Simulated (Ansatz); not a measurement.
Ti₃InC (anti-perovskite, space group No. 221), plane-wave PAW r²SCAN (Ansatz code), all energies at zero smearing, with the estimated change up to a 700 eV cutoff added, with one set of potentials and settings (totals compare only within such a set). Cell of 5 atoms (3 Ti, 1 In, 1 C): -13379.951 eV.

```
element                reference phase  E (eV/atom)
-------  -----------------------------  -----------
Ti         P6/mmm, 3 atoms in the cell   -2504.3941
In         I4/mmm, 1 atoms in the cell   -5611.8812
C        P6_3/mmc, 4 atoms in the cell    -251.6688
```

Formation energy per atom, worked out: (-13379.951 − 3×(-2504.3941) − 1×(-5611.8812) − 1×(-251.6688))/5 = -0.644 eV/atom (-62 kJ per mol of atoms), at 0 K, without zero-point energy or fitted corrections.

Space group Pm-3m (anti-perovskite). The first step of the workflow began from a Materials Project structure, measured or hypothetical; the Crystallography Open Database copy checked does not list it. Whether it is the stable phase at ambient conditions was not checked. The r²SCAN relaxation kept the symmetry of its start; whether a distortion lowers the energy is not shown. The run is not spin-polarised. The references are the lowest solids computed at this level, not always the standard phases.

Potentials: the earlier of the program's two PAW sets.
